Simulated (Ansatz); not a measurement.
Input:

K2PdC2:
```
CELL_PARAMETERS angstrom
      5.11368     0.00000     0.00000
     -2.55684     4.42858     0.00000
      0.00000     0.00000     5.25993
ATOMIC_POSITIONS crystal
  K  0.66667 0.33333 0.71743
  K  0.33333 0.66667 0.28257
  Pd 0.00000 0.00000 0.00000
  C  0.00000 0.00000 0.61996
  C  0.00000 0.00000 0.38004
```

This is the r²SCAN-relaxed structure.

Task: All from r²SCAN in the plane-wave PAW code Ansatz, unless another level is named. Estimate the band gap.

Result: 1.58 eV (smallest direct gap 1.60 eV).

Task: What about the hole effective mass with spin–orbit coupling?

Result: 0.26, 19, 19 mₑ (principal values).

Task: Next, the HSE06 gap on the r²SCAN cell?

Result: 2.27 eV.

Task: Next, the weight of the valence-edge state by species (Voronoi cells)?

Result: Pd 61 %, C 36 %, K 2 %.

Space group P-3m1. The workflow started from a Materials Project entry (that database holds measured and hypothetical structures alike); the Crystallography Open Database copy checked does not list it. Its standing as an ambient phase is unchecked. Symmetry was held in the r²SCAN relaxation; its stability against distortions is not shown here. The run is not spin-polarised. Spin–orbit coupling is left out wherever it is not named.

Potentials: the later of the program's two PAW sets.
